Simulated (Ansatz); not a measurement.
HfO2 (fluorite)

```yaml
crystal:
  lattice:
    - [0.00000, 5.09760, 5.09760]
    - [2.54880, 2.54880, 5.09760]
    - [2.54880, 2.54880, 0.00000]
  atoms:
    - { symbol: Hf, position: [0.00000, 0.00000, 0.00000] }
    - { symbol: Hf, position: [0.50000, 0.00000, 0.00000] }
    - { symbol: O, position: [0.00000, 0.25000, 0.25000] }
    - { symbol: O, position: [0.50000, 0.25000, 0.25000] }
    - { symbol: O, position: [0.00000, 0.75000, 0.75000] }
    - { symbol: O, position: [0.50000, 0.75000, 0.75000] }
```

A phonon eigenvector at X = (0.5, 0.5, 0.0) is frozen into this cell: atom i moves by Q times the vector below, so Q is the largest atomic displacement, in Å. The cell is held. It is one choice among 2 degenerate patterns. (q is in reciprocal vectors of the primitive cell; the cell shown is doubled to hold the pattern.)

```csv
atom,x,y,z
Hf1,0.001,0.000,0.000
Hf2,-0.001,0.000,0.000
O3,0.000,-1.000,0.000
O4,0.000,1.000,0.000
O5,0.000,-1.000,0.000
O6,0.000,1.000,0.000
```

Method: PBE (plane waves to 420 eV, PAW, scalar-relativistic; Ansatz, an electronic-structure program). k mesh 11×11×11 (Γ-centred), Fermi-Dirac smearing 0.05 eV. The energy includes the smearing's −TS. HfO2 is run without spin polarisation. HfO2 was relaxed with its symmetry unable to fall. Spin-orbit coupling is left out, though Hf is heavy. This is a high-temperature form of HfO2. The zero of ΔE is the undisplaced structure.

| Q (Å) | ΔE (meV/cell) |
|---|---|
| -0.280 | 3260 |
| -0.187 | 1323 |
| -0.093 | 312 |
| 0.000 | 0 |
| 0.093 | 312 |
| 0.187 | 1323 |
| 0.280 | 3260 |

**Question.** Which DFPT wavenumber at X = (0.5, 0.5, 0.0) belongs to this mode?
A. 546 cm⁻¹
B. 249 cm⁻¹
C. 89 cm⁻¹
D. 676 cm⁻¹

**Answer.** A, 546 cm⁻¹. The curvature of the scan gives 546 cm⁻¹

(For displaced atoms, the force is minus the slope of the energy, and its curvature is a force constant, which sets phonon frequencies.)
